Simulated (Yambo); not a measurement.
# How GW settings move the gap: PtS2

G0W0@PBEsol for PtS₂ (CdI2 type, space group P-3m1, No. 164) in Yambo. Reference settings: 6×6×2 Γ-centred k mesh, bands 9 to 184 and a 7 Ry block in the screening, 184 bands in G with the Bruneval-Gonze terminator, plasmon pole fitted at 27.2 eV. The PBEsol gap (0, 0.167, -0.5) → K on this mesh is 1.33 eV; G0W0 gaps are taken between the same points.

| change from the reference | G0W0 gap (0, 0.167, -0.5) → K (eV) | shift of the valence edge (eV) |
|---|---|---|
| reference settings | 2.01 | -0.25 |
| 6 Ry block | 1.98 | -0.20 |
| pole fitted at 10 eV | 1.97 | -0.12 |
| 76 bands in G, no terminator | 2.01 | 0.46 |
| 122 bands in G, no terminator | 2.02 | 0.12 |

The reference isn't shown to be the converged limit. The mesh misses a band edge: along a dense path the PBEsol gap is 1.18 eV against 1.33 eV on the mesh.

Spin-orbit coupling is included.

Geometry of the Materials Project entry, not relaxed at this level; primitive cell a = b = 3.5487 Å, c = 5.5971 Å, α = β = 90.00°, γ = 120.00°.

A shift is the quasiparticle energy of the state minus its PBEsol energy.

The distance between layers or molecules is the database entry's, not relaxed here. Functionals without dispersion can leave it too large, which widens gaps and weakens the response across layers: the numbers belong to this cell.
